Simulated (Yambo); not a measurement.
A G0W0@PBEsol run in Yambo for CsCdF$_{3}$ (cubic perovskite, space group Pm-3m, No. 221) (2×2×2 Γ-centred k mesh, bands 9 to 278 and a 7 Ry block in the screening, 278 bands in G with the Bruneval-Gonze terminator, plasmon pole fitted at 27.2 eV) gives these matrix elements, in eV, at the band edges (R → Γ):

```tsv
state	E0	<Vxc>	<Σx>	<Σc(E0)>	Z
valence edge	0.000	-25.275	-31.929	4.647	0.812
conduction edge	3.220	-12.313	-7.359	-3.421	0.867
```

Problem. Solve the linearised quasiparticle equation for both states, give the gap, and say how exchange and correlation each act on it.

Solution. E = E0 + Z(Σx + Σc − Vxc). Valence: 0.000 + 0.812 × (-31.929 + (4.647) − (-25.275)) = -1.63 eV. Conduction: 3.220 + 0.867 × (-7.359 + (-3.421) − (-12.313)) = 4.55 eV. The gap is 6.18 eV, against 3.22 eV in PBEsol. Replacing Vxc by bare exchange alone would open it by 11.61 eV; correlation takes back 8.07 eV of that, and Z scales what is left. Nearest settings tried, and what they do to the gap: 184 bands in W, 184 bands in G: +162 meV; 3 Ry block (81 vectors against 203): +175 meV. Not varied: mesh. So the settings aren't converged at that level. The k mesh is coarse. The cell is held in this high symmetry; tilts and polar distortions were not searched.

Spin-orbit coupling is included.

Geometry of the Materials Project entry, not relaxed at this level; primitive cell a = b = c = 4.487 Å, α = β = γ = 90.00°.

The structure is a Materials Project entry; no match was found in the copy of COD used, and its stability was not checked.
